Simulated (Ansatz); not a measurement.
Values for one crystal, relaxed and computed with r²SCAN in the plane-wave PAW code Ansatz; other levels are named.

Volume per atom: 23.59 Å³
Electronic character: metallic (no gap)
Gap with spin–orbit coupling: none (metallic)
Pressure derivative B′: 5.4
Bulk modulus (Birch–Murnaghan fit): 77.3 GPa
Elastic constants (relaxed ions, GPa): C11 = 52.9, C12 = 90.0, C44 = -27.1
Density of states at the Fermi level: 4.2 states/eV per atom (mean over ±0.08 eV)

Task: Pick the material that matches.
A. Sc, simple cubic
B. Sm, simple cubic
C. Pd, diamond
D. Sr, bcc (W type)

Result: C, Pd, diamond

Space group Fd-3m (diamond). The start of the workflow was typed in or built on a structure type; neither database checked (COD, Materials Project) lists it. It is not the phase usual at ambient conditions (space group No. 225). Symmetry was held in the r²SCAN relaxation. At this level the phase is mechanically unstable. No spin polarisation was allowed. As this level gives no gap, shear constants depend on the k-mesh and smearing (Fermi–Dirac, 0.1 eV here). Spin–orbit coupling is left out wherever it is not named.

Potentials: the later of the program's two PAW sets.
